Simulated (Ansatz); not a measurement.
La4H (C2/m)

Method: DFT PBE, scalar-relativistic, plane waves, PAW (Ansatz 0.2.0).

Plane waves to 420 eV, a k mesh through Γ of 10×10×6 on the computed 5-atom cell and Gaussian smearing (0.10 eV); no spin polarisation.

The structure is relaxed at this level of theory with its symmetry kept, and needn't be the ground state of this composition.

```xyz
5
Lattice="6.8541 -1.9016 0.0000 6.8541 1.9016 0.0000 -3.0405 0.0000 5.8331" Properties=species:S:1:pos:R:3 pbc="T T T"
La    0.2913    0.0000    2.5935
La    5.6523    0.0000    5.5616
La   10.3763    0.0000    3.2396
La    5.0153    0.0000    0.2715
H     0.0000    0.0000    0.0000
```

Problem. Formation energy from the elements' standard states (uncorrected)?

Solution. -0.105 eV/atom.

Problem. Kohn–Sham band gap?

Solution. none (metal).

Problem. Density of states at the Fermi level?

Solution. 8.3 states/eV per cell.

Problem. Orbital (Löwdin) character within 0.5 eV of the Fermi level?

Solution. La 5d 78 %, La 4f 11 %.

Problem. Bader charge by site (e)?

Solution. La (2 in the cell) 0.17, La (2 in the cell) 0.17, H (1 in the cell) -0.69.

Spin-orbit coupling is left out, which matters for the bands of heavy elements. Spin polarisation was left out, and a magnetic state may lie lower.

The cell was found from a structure generator's guess, not taken from experiment. Löwdin shares on free-atom orbitals overweight diffuse shells.
